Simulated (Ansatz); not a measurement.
**One structure type, 3 elements: Ca7TiN6, Ca7SnN6, Ca7ZrN6**

Computed with Ansatz: DFT, PBE, plane waves and PAW, scalar-relativistic, 420 eV cutoff. The cells come from the Materials Project (computed, not necessarily observed phases), with the atoms as given. Forces reach 0.2 eV/Å in them. Spin–orbit coupling is left out. All compounds take space group Ibam with the same Wyckoff sites and nearly the same cell shape, and differ in the element M (Ti, Sn, Zr). Sites are named by their Wyckoff letter. V_zz in 10²¹ V/m².

```
 M  compound  source         cell edges (Å)                                     first shell of N on k  N on k: V_zz (η)  Ca on j: V_zz (η)  Ca on b: V_zz (η)
Ti   Ca7TiN6      MP  6.331, 11.517, 12.815                       1 Ti at 1.95 Å, 4 Ca at 2.39–2.50 Å       2.94 (0.89)        4.50 (0.80)       -6.59 (0.36)
Sn   Ca7SnN6      MP  6.381, 11.849, 12.776  1 Sn at 2.10 Å, 4 Ca at 2.32–2.52 Å; also 1 Ca at 2.87 Å                 ?                  ?                  ?
Zr   Ca7ZrN6      MP  6.396, 11.794, 13.075                       1 Zr at 2.09 Å, 4 Ca at 2.36–2.53 Å      -3.31 (0.85)        5.23 (0.61)       -5.54 (0.38)
```

(1) Estimate the values withheld for Ca7SnN6.

Answers

(1) N on k: 3.79 (0.57); Ca on j: 4.53 (0.73); Ca on b: -4.85 (0.77).
